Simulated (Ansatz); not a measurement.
Method: r2SCAN, no spin polarisation; PAW, plane waves to 500 eV, 9×9×4 Γ-centred mesh, gaussian occupations (width 0.2093 eV) (Ansatz 0.2.0), atoms fixed.

Computed maps in the lattice plane spanned by a (left to right, 3.22 Å, 10 points from zero) and b (bottom to top, 5.48 Å, 17 points from zero), 73° apart, at height 0.750 along c. The fields are smooth PAW ones with compensation charges, not the true ones near nuclei.

Valence density. Digits on a logarithmic scale: 0 up to 0.03 e/Å³, each further digit a factor of 1.6, 9 from 1.3 e/Å³ up:
```
9974200358
9997411369
9999521369
9999532347
7997555555
5565579986
5333589999
7422599999
8522479999
8422258999
6322225788
3222222344
2111211122
1111111111
2110000112
3320000123
6542000245
```

Problem. The cell is CaMnF$_{3}$. Which atoms lie within 0.2 Å of this plane, and where (fractions of a and b)?

Solution. Ca at (0.75, 0.51), F at (0.08, 0.83). The whole cell:
```
Ca Mn F
1.0
     3.21765    0.00000    0.00000
     1.60882   -5.23434    0.00000
     0.00000    0.00000   -7.64869
Ca Mn F
2 2 6
Direct
  0.74570 0.50860 0.75000
  0.25430 0.49140 0.25000
  0.00000 0.00000 0.00000
  0.00000 0.00000 0.50000
  0.08420 0.83160 0.75000
  0.91580 0.16840 0.25000
  0.62780 0.74440 0.05630
  0.37220 0.25560 0.55630
  0.37220 0.25560 0.94370
  0.62780 0.74440 0.44370
```

Origin: a known structure type with other elements, at an estimated volume, so it need not be a known compound. Caveats: no spin polarisation, so a magnetic state may lie lower; wide smearing.
